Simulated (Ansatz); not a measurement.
Sn3GeO8: rattling a relaxed structure

The cell was found from a structure generator's guess, not taken from experiment.

Computed with DFT PBE, scalar-relativistic, plane waves, PAW (Ansatz). Settings: cutoff 420 eV, Γ-centred mesh 6×6×4 on the computed 12-atom cell, Gaussian smearing of 0.02 eV; no spin polarisation.

The cell below (12 atoms, space group Cmmm (No. 65)) is relaxed within its symmetry.

```yaml
crystal:
  lattice:
    - [3.34579, -3.36041, 0.00000]
    - [3.34579, 3.36041, 0.00000]
    - [0.00000, 0.00000, 6.31895]
  atoms:
    - { symbol: Sn, position: [0.50000, 0.50000, 0.50000] }
    - { symbol: Sn, position: [0.00000, 0.00000, 0.75649] }
    - { symbol: Sn, position: [0.00000, 0.00000, 0.24351] }
    - { symbol: Ge, position: [0.50000, 0.50000, 0.00000] }
    - { symbol: O, position: [0.20720, 0.20720, 0.00000] }
    - { symbol: O, position: [0.19233, 0.19233, 0.50000] }
    - { symbol: O, position: [0.79280, 0.79280, 0.00000] }
    - { symbol: O, position: [0.80767, 0.80767, 0.50000] }
    - { symbol: O, position: [0.68720, 0.31280, 0.76598] }
    - { symbol: O, position: [0.68720, 0.31280, 0.23402] }
    - { symbol: O, position: [0.31280, 0.68720, 0.76598] }
    - { symbol: O, position: [0.31280, 0.68720, 0.23402] }
```

For the test it was strained at random (σ = 1.5 % a component), the atoms were moved at random (σ = 0.10 Å), and all was relaxed again on a coarse 4×4×2 mesh (in the run’s order of axes) with 0.10 eV smearing, with no symmetry imposed.

Question: What happens?

Answer: It returns, within 1 meV/atom of the unmoved cell on that mesh and with the same symmetry when read at 0.1 Å. No instability shows in this cell; modes of other wave vectors, which need another repeat, aren't tested.
